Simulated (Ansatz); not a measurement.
Values for one crystal, relaxed and computed with plane-wave PAW PBEsol (Ansatz code); other levels are named.

- Volume per atom = 20.25 Å³
- Electronic character = metallic (no gap)
- Mechanical stability = stable (all eigenvalues of C positive)
- Elastic constants (relaxed ions, GPa) = C11 = 14.6, C12 = 13.2, C44 = 11.2
- Vibrational entropy at 300 K = 27.6 J/(K·mol of atoms)
- Density of states at the Fermi level = 0.48 states/eV per atom (mean over ±0.08 eV)
- Pressure derivative B′ = 3.3

Task: Which compound is it?
(A) K, bcc (W type)
(B) Li, bcc (W type)
(C) Mo, bcc (W type)
(D) Rb, bcc (W type)

Result: B, Li, bcc (W type)

Space group Im-3m (bcc (W type)). The cell was relaxed with PBEsol under the symmetry of its start. As this level gives no gap, shear constants depend on the k-mesh and smearing (Fermi–Dirac, 0.1 eV here).

Potentials: the earlier of the program's two PAW sets. The files were generated under PBE; for other functionals the program regenerates the frozen cores, and for LDA and PBEsol the local potential too.
